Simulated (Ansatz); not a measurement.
Si2MoN4:
```
CELL_PARAMETERS angstrom
      2.89201     0.00000     0.00000
     -1.44601     2.50456     0.00000
      0.00000     0.00000    20.66621
ATOMIC_POSITIONS crystal
  Mo 0.33333 0.66667 0.25000
  Mo 0.66667 0.33333 0.75000
  N  0.66667 0.33333 0.31015
  N  0.33333 0.66667 0.81015
  N  0.33333 0.66667 0.68985
  N  0.66667 0.33333 0.18985
  Si 0.66667 0.33333 0.39430
  Si 0.33333 0.66667 0.89430
  Si 0.33333 0.66667 0.60570
  Si 0.66667 0.33333 0.10570
  N  0.00000 0.00000 0.41893
  N  0.00000 0.00000 0.91893
  N  0.00000 0.00000 0.58107
  N  0.00000 0.00000 0.08107
```

Relaxed with PBE+D3(BJ). Special points in fractions of this cell's reciprocal vectors: Γ (0.000, 0.000, 0.000); M (0.500, 0.000, 0.000); K (0.333, 0.333, 0.000); A (0.000, 0.000, 0.500); L (0.500, 0.000, 0.500); H (0.333, 0.333, 0.500).

**Question.** List the band energies nearest the valence-band maximum at these points for PBE+D3(BJ) in the plane-wave PAW code Ansatz.

**Answer.** In eV from the valence-band maximum; about four levels below and three above (degenerate sets whole), none deeper than 8.9 eV; points with the same levels are listed once.

```tsv
k	below	above
Γ	-2.63 -2.63 -2.63 -2.63 -2.08 -0.13 0.00	2.75 2.75 2.75 2.75
M	-2.03 -2.03 -1.79 -1.12 -1.05	2.30 2.39 2.80
K	-2.45 -2.12 -0.41 -0.36	1.72 1.72 4.03 4.03
A	-2.34 -2.34 -0.06 -0.06	2.75 2.75 2.75 2.75
L	-1.95 -1.95 -1.08 -1.08	2.34 2.34 2.82 2.82
H	-2.21 -2.21 -0.39 -0.39	1.72 1.72 4.03 4.03
```

Space group P6_3/mmc. The start of the workflow was typed in or built on a structure type; neither database checked (COD, Materials Project) lists it. Its standing as an ambient phase is unchecked. Symmetry was held in the PBE+D3(BJ) relaxation; its stability against distortions is not shown here. The workflow began spin-polarised and lost its moments. Spin–orbit coupling is left out wherever it is not named.

Potentials: the earlier of the program's two PAW sets.
